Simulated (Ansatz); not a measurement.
# Na2TeP2O6: relaxation (Ansatz)

Input:

```yaml
crystal:
  lattice:
    - [2.906611, 4.419135, 0.0]
    - [2.906611, -4.419135, 0.0]
    - [2.435524, 0.0, -5.537777]
  atoms:
    - { symbol: Te, position: [0.0, 0.0, 0.0] }
    - { symbol: P, position: [0.66475, 0.33525, 0.0] }
    - { symbol: P, position: [0.33525, 0.66475, 0.0] }
    - { symbol: Na, position: [0.18392, 0.81608, 0.5] }
    - { symbol: Na, position: [0.81608, 0.18392, 0.5] }
    - { symbol: O, position: [0.3568, 0.0304, 0.7879] }
    - { symbol: O, position: [0.9696, 0.6432, 0.2121] }
    - { symbol: O, position: [0.6432, 0.9696, 0.2121] }
    - { symbol: O, position: [0.0304, 0.3568, 0.7879] }
    - { symbol: O, position: [0.7574, 0.7574, 0.836] }
    - { symbol: O, position: [0.2426, 0.2426, 0.164] }
  symmetry: { tolerance: 0.0003 }
kpoints:
  mp_grid: { grid: [4, 4, 3], shift: [0, 0, 0] }
magnetization:
  spin_polarized: false
scf:
  occupations: { method: fermi_dirac, width: 0.1113 }
  lower_state_search: "off"
hamiltonian:
  pseudopotentials: { kind: paw }
  xc: r2scan
basis:
  ecutwfc: 500
  fft_grid_basis: typed
relax:
  max_steps: 60
  cell: { p_target: 0.0 }
  f_tol: 0.03
output:
  forces: true
  stress: true
  eigenvalues: true
  bader: false
  populations: true
  elf: true
  write_potential: true
  volumetric_format: npy
  dos:
    e_range: [-12, 8]
    de: 0.05
    projected: { site_lists: { Na: [Na], O: [O], P: [P], Te: [Te] } }
  write_density: true
checkpoint:
  read: saved_state
```

Run with:

```bash
ansatz run input.yaml --threads 2 --pin off --max-ram 2560MiB --backend cpu --events-out ev --progress --plain --runs-dir out
```

Origin of the cell: a known structure type with other elements, at an estimated volume, so it need not be a known compound.

The saved state is a converged single point of the same cell.

Steps («new basis» is an SCF on plane waves selected anew at the same cell):

```
step  ΔF (meV/atom)  max force component (eV/Å)  P (GPa)  volume (Å³)  SCF iterations   step was
   1            0.0                       1.320     8.01       142.26               6   accepted
   2          -73.7                       1.559     0.88       148.85               7   accepted
   3         -148.6                       1.947    -3.44       152.66               7   accepted
   4         -245.1                       1.881    -5.67       154.82              10   accepted
   5         -338.7                       1.089    -3.49       154.96               8   accepted
   6         -374.2                       0.592     2.41       154.14              10   accepted
   7         -353.3                       2.679    -0.93       160.66               8   rejected
   8         -386.8                       0.395     2.07       155.78              12   accepted
   9         -393.5                       0.194     1.92       158.00               8   accepted
  10         -397.8                       0.081    -0.14       163.85               6   accepted
  11         -398.1                       0.049     0.15       163.80               5   accepted
  12         -398.2                       0.030     0.09       164.01               6   accepted
  13         -398.4                       0.046     0.21       164.68               6   accepted
  14         -399.0                       0.125     0.43       165.67               6   accepted
  15         -407.3                       0.515     1.81       168.43               8   accepted
  16         -466.4                       0.561     4.88       175.42               9   accepted
  17         -523.2                       1.197     3.91       183.82               8   accepted
  18         -500.3                       3.620    -5.88       197.32               8   rejected
  19         -542.8                       0.286     1.37       189.81              11   accepted
  20         -550.9                       0.224     1.01       192.96               8   accepted
  21         -553.9                       0.077     0.22       195.72               8   accepted
  22         -554.3                       0.039     0.05       196.62               7   accepted
  23         -554.3                       0.010    -0.02       196.62               6   accepted
  24         -554.3                       0.008     0.01       196.78               8   accepted
  25         -566.9                       0.009     1.06       196.78               9  new basis
  26         -571.0                       0.124     0.17       205.00               8   accepted
  27         -571.9                       0.048     0.06       208.69               7   accepted
  28         -572.6                       0.047    -0.10       211.66               8   accepted
  29         -572.7                       0.144    -0.13       211.22               7   accepted
  30         -573.1                       0.031    -0.01       211.75               7   accepted
  31         -573.0                       0.023    -0.05       212.77               8   accepted
  32         -573.0                       0.012    -0.03       213.15               8   accepted
  33         -573.6                       0.014    -0.03       213.15               9  new basis
  34         -573.6                       0.019     0.02       213.60               8   accepted
  35         -573.6                       0.014     0.02       213.48               8   accepted
  36         -573.6                       0.014     0.02       213.48               7  new basis
```

Step 1, with forces in eV/Å:

```xyz
11
Lattice="2.907 4.419 0.000 2.907 -4.419 0.000 2.436 0.000 -5.538" Properties=species:S:1:pos:R:3:forces:R:3 pbc="T T T" step=1
Te    0.000    0.000    0.000    0.000    0.000    0.000
P     2.907    1.456    0.000    0.000    0.457    0.000
P     2.907   -1.456    0.000    0.000   -0.457    0.000
Na    4.124   -2.794   -2.769    0.000    0.156    0.000
Na    4.124    2.794   -2.769    0.000   -0.156    0.000
O     3.044    1.442   -4.363   -0.411    0.614    0.173
O     5.204    1.442   -1.175    0.411    0.614   -0.173
O     5.204   -1.442   -1.175    0.411   -0.614   -0.173
O     3.044   -1.442   -4.363   -0.411   -0.614    0.173
O     6.439    0.000   -4.630    1.320    0.000    1.057
O     1.810    0.000   -0.908   -1.320    0.000   -1.057
```

Step 4, with forces in eV/Å:

```xyz
11
Lattice="3.320 4.319 0.051 3.320 -4.319 0.051 2.686 0.000 -5.357" Properties=species:S:1:pos:R:3:forces:R:3 pbc="T T T" step=4
Te    0.000    0.000    0.000    0.000    0.000    0.000
P     3.320    1.342    0.051    0.000    1.375    0.000
P     3.320   -1.342    0.051    0.000   -1.375    0.000
Na    4.663   -2.606   -2.628    0.000    0.015    0.000
Na    4.663    2.606   -2.628    0.000   -0.015    0.000
O     3.246    1.550   -4.233   -0.170    0.859   -0.804
O     6.081    1.550   -1.023    0.170    0.859    0.804
O     6.081   -1.550   -1.023    0.170   -0.859    0.804
O     3.246   -1.550   -4.233   -0.170   -0.859   -0.804
O     7.608    0.000   -4.259    1.881    0.000   -0.169
O     1.719    0.000   -0.997   -1.881    0.000    0.169
```

Step 8, with forces in eV/Å:

```xyz
11
Lattice="3.524 4.142 0.061 3.524 -4.142 0.061 2.836 0.000 -5.288" Properties=species:S:1:pos:R:3:forces:R:3 pbc="T T T" step=8
Te    0.000    0.000    0.000    0.000    0.000    0.000
P     3.524    1.315    0.061    0.000    0.267    0.000
P     3.524   -1.315    0.061    0.000   -0.267    0.000
Na    4.942   -2.397   -2.583    0.000    0.016    0.000
Na    4.942    2.397   -2.583    0.000   -0.016    0.000
O     3.486    1.622   -4.302    0.295    0.325    0.395
O     6.398    1.622   -0.864   -0.295    0.325   -0.395
O     6.398   -1.622   -0.864   -0.295   -0.325   -0.395
O     3.486   -1.622   -4.302    0.295   -0.325    0.395
O     8.422    0.000   -4.029    0.256    0.000   -0.213
O     1.462    0.000   -1.137   -0.256    0.000    0.213
```

Step 11, with forces in eV/Å:

```xyz
11
Lattice="3.596 4.290 0.047 3.596 -4.290 0.047 2.924 0.000 -5.271" Properties=species:S:1:pos:R:3:forces:R:3 pbc="T T T" step=11
Te    0.000    0.000    0.000    0.000    0.000    0.000
P     3.596    1.451    0.047    0.000   -0.011    0.000
P     3.596   -1.451    0.047    0.000    0.011    0.000
Na    5.058   -2.498   -2.589    0.000   -0.007    0.000
Na    5.058    2.498   -2.589    0.000    0.007    0.000
O     3.614    1.686   -4.289    0.006    0.017    0.029
O     6.501    1.686   -0.889   -0.006    0.017   -0.029
O     6.501   -1.686   -0.889   -0.006   -0.017   -0.029
O     3.614   -1.686   -4.289    0.006   -0.017    0.029
O     8.711    0.000   -4.011   -0.037    0.000    0.049
O     1.404    0.000   -1.167    0.037    0.000   -0.049
```

Step 14, with forces in eV/Å:

```xyz
11
Lattice="3.572 4.358 0.030 3.572 -4.358 0.030 2.935 0.000 -5.296" Properties=species:S:1:pos:R:3:forces:R:3 pbc="T T T" step=14
Te    0.000    0.000    0.000    0.000    0.000    0.000
P     3.572    1.496    0.030    0.000    0.054    0.000
P     3.572   -1.496    0.030    0.000   -0.054    0.000
Na    5.040   -2.561   -2.618    0.000   -0.027    0.000
Na    5.040    2.561   -2.618    0.000    0.027    0.000
O     3.617    1.730   -4.307    0.017    0.125    0.018
O     6.463    1.730   -0.928   -0.017    0.125   -0.018
O     6.463   -1.730   -0.928   -0.017   -0.125   -0.018
O     3.617   -1.730   -4.307    0.017   -0.125    0.018
O     8.687    0.000   -4.040   -0.073    0.000    0.036
O     1.393    0.000   -1.196    0.073    0.000   -0.036
```

Step 19, with forces in eV/Å:

```xyz
11
Lattice="3.451 4.986 -0.062 3.451 -4.986 -0.062 3.010 0.000 -5.570" Properties=species:S:1:pos:R:3:forces:R:3 pbc="T T T" step=19
Te    0.000    0.000    0.000    0.000    0.000    0.000
P     3.451    1.825   -0.062    0.000   -0.147    0.000
P     3.451   -1.825   -0.062    0.000    0.147    0.000
Na    4.956   -3.205   -2.847    0.000   -0.172    0.000
Na    4.956    3.205   -2.847    0.000    0.172    0.000
O     3.564    2.244   -4.475   -0.019    0.078    0.118
O     6.348    2.244   -1.219    0.019    0.078   -0.118
O     6.348   -2.244   -1.219    0.019   -0.078   -0.118
O     3.564   -2.244   -4.475   -0.019   -0.078    0.118
O     8.540    0.000   -4.327    0.076    0.000   -0.286
O     1.371    0.000   -1.367   -0.076    0.000    0.286
```

Step 22, with forces in eV/Å:

```xyz
11
Lattice="3.424 5.209 -0.027 3.424 -5.209 -0.027 2.920 0.000 -5.536" Properties=species:S:1:pos:R:3:forces:R:3 pbc="T T T" step=22
Te    0.000    0.000    0.000    0.000    0.000    0.000
P     3.424    1.937   -0.027    0.000   -0.031    0.000
P     3.424   -1.937   -0.027    0.000    0.031    0.000
Na    4.884   -3.436   -2.795    0.000   -0.001    0.000
Na    4.884    3.436   -2.795    0.000    0.001    0.000
O     3.414    2.373   -4.401    0.011   -0.017    0.039
O     6.353    2.373   -1.188   -0.011   -0.017   -0.039
O     6.353   -2.373   -1.188   -0.011    0.017   -0.039
O     3.414   -2.373   -4.401    0.011    0.017    0.039
O     8.349    0.000   -4.296    0.012    0.000    0.005
O     1.418    0.000   -1.293   -0.012    0.000   -0.005
```

Step 27, with forces in eV/Å:

```xyz
11
Lattice="3.541 5.337 -0.074 3.541 -5.337 -0.074 3.107 0.000 -5.588" Properties=species:S:1:pos:R:3:forces:R:3 pbc="T T T" step=27
Te    0.000    0.000    0.000    0.000    0.000    0.000
P     3.541    2.030   -0.074    0.000    0.014    0.000
P     3.541   -2.030   -0.074    0.000   -0.014    0.000
Na    5.094   -3.547   -2.868    0.000   -0.028    0.000
Na    5.094    3.547   -2.868    0.000    0.028    0.000
O     3.624    2.419   -4.458    0.016    0.041    0.011
O     6.565    2.419   -1.278   -0.016    0.041   -0.011
O     6.565   -2.419   -1.278   -0.016   -0.041   -0.011
O     3.624   -2.419   -4.458    0.016   -0.041    0.011
O     8.799    0.000   -4.418   -0.048    0.000    0.022
O     1.390    0.000   -1.317    0.048    0.000   -0.022
```

Step 30, with forces in eV/Å:

```xyz
11
Lattice="3.670 5.308 -0.136 3.670 -5.308 -0.136 3.335 0.000 -5.559" Properties=species:S:1:pos:R:3:forces:R:3 pbc="T T T" step=30
Te    0.000    0.000    0.000    0.000    0.000    0.000
P     3.670    2.012   -0.136    0.000    0.031    0.000
P     3.670   -2.012   -0.136    0.000   -0.031    0.000
Na    5.337   -3.560   -2.916    0.000   -0.004    0.000
Na    5.337    3.560   -2.916    0.000    0.004    0.000
O     3.893    2.409   -4.449   -0.010    0.023   -0.025
O     6.782    2.409   -1.383    0.010    0.023    0.025
O     6.782   -2.409   -1.383    0.010   -0.023    0.025
O     3.893   -2.409   -4.449   -0.010   -0.023   -0.025
O     9.249    0.000   -4.550   -0.013    0.000    0.012
O     1.426    0.000   -1.282    0.013    0.000   -0.012
```

Step 36, with forces in eV/Å:

```xyz
11
Lattice="3.722 5.291 -0.169 3.722 -5.291 -0.169 3.440 0.000 -5.577" Properties=species:S:1:pos:R:3:forces:R:3 pbc="T T T" step=36
Te    0.000    0.000    0.000    0.000    0.000    0.000
P     3.722    2.000   -0.169    0.000    0.006    0.000
P     3.722   -2.000   -0.169    0.000   -0.006    0.000
Na    5.442   -3.567   -2.957    0.000    0.014    0.000
Na    5.442    3.567   -2.957    0.000   -0.014    0.000
O     4.020    2.406   -4.479   -0.003   -0.002   -0.003
O     6.864    2.406   -1.436    0.003   -0.002    0.003
O     6.864   -2.406   -1.436    0.003    0.002    0.003
O     4.020   -2.406   -4.479   -0.003    0.002   -0.003
O     9.458    0.000   -4.630    0.007    0.000   -0.006
O     1.426    0.000   -1.284   -0.007    0.000    0.006
```

```yaml
Free_energy_lowered_by: 573.6 meV/atom
Volume_change: 50.06 %
Final_pressure: 0.02 GPa
Relaxation_steps_listed: 36
```

Caveats: no dispersion correction, so spacings can come out too large where layers or molecules are weakly bound; no spin-orbit coupling, though heavy elements are present; the exchange-correlation potential is rough where the density is thin; the k mesh is coarse if the cell is a metal; the relaxation held the start's symmetry, so the end may be a saddle point.

The run took 5.6 min on 2 threads of Intel(R) Xeon(R) Platinum 8488C (Sapphire Rapids), with other jobs on the host, peak memory 1.3 GiB, from a saved density.
